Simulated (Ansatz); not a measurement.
**Cs2CdSe2N6: reading a single point**

```
Cs Cd Se N
1.0
     5.94060    0.00000    0.00000
    -2.97030    5.14471    0.00000
    -2.97030    1.71490    7.07074
Cs Cd Se N
2 1 2 6
Direct
  0.80169 0.19831 0.40497
  0.19831 0.80169 0.59503
  0.00000 0.00000 0.00000
  0.63057 0.36943 0.89161
  0.36943 0.63057 0.10839
  0.74897 0.25103 0.78901
  0.74897 0.70893 0.78901
  0.29107 0.25103 0.78901
  0.25103 0.74897 0.21099
  0.70893 0.74897 0.21099
  0.25103 0.29107 0.21099
```

The numbers come from plane-wave PAW DFT (Ansatz): PBE, no spin polarisation, 420 eV, 7×7×7 Γ-centred k points, fermi-dirac occupations (width 0.1 eV). Nothing was relaxed.

**Question.** Where is the largest force?

**Answer.** The largest is on N6 (and as large on other atoms): 1.54 eV/Å, components (1.33, -0.77, -0.03). It makes 156° with the line to a nearest neighbour, Se4 at 1.73 Å, pointing away from it.

**Question.** Metal or insulator?

**Answer.** It is a metal, with about 17 states/eV a cell as the mean within 0.25 eV of the Fermi level, mostly N p (86 %).

**Question.** What does the stress say?

**Answer.** The pressure is 3.8 GPa (compression positive), so with the atoms held at these fractions the cell would first expand; the forces are large, so a full relaxation may end otherwise. The principal stresses 0.5, 5.5, 5.5 GPa differ, so its shape would change too.

**Question.** Give the Bader charges.

**Answer.** Bader charges in e: Cs +0.82, Cd +1.14, Se +1.57, N -0.99. In the mean Se gives up most and N takes most.

**Question.** Describe some of the short contacts.

**Answer.** Se–N at 1.73 Å: least valence density 1.41 e/Å³ and ELF 0.77 there. Cd–N at 2.38 Å: least valence density 0.36 e/Å³ and ELF 0.21 there. Cs–N at 3.27 Å: least valence density 0.08 e/Å³ and ELF 0.06 there. These are pseudo-fields; inside the PAW spheres they differ from the all-electron ones.

**Question.** What is the formation energy?

**Answer.** 1.17 eV an atom against the elements' usual phases (free molecules for gases, crystals otherwise, with no correction for O₂ or N₂), so at this geometry it isn't bound against them. Relaxing would lower it.

Origin: a known structure type with other elements, at an estimated volume, so it need not be a known compound. Caveats: many states at the Fermi level without spin polarisation, so a magnetic state may lie lower; atoms or cell far from equilibrium.
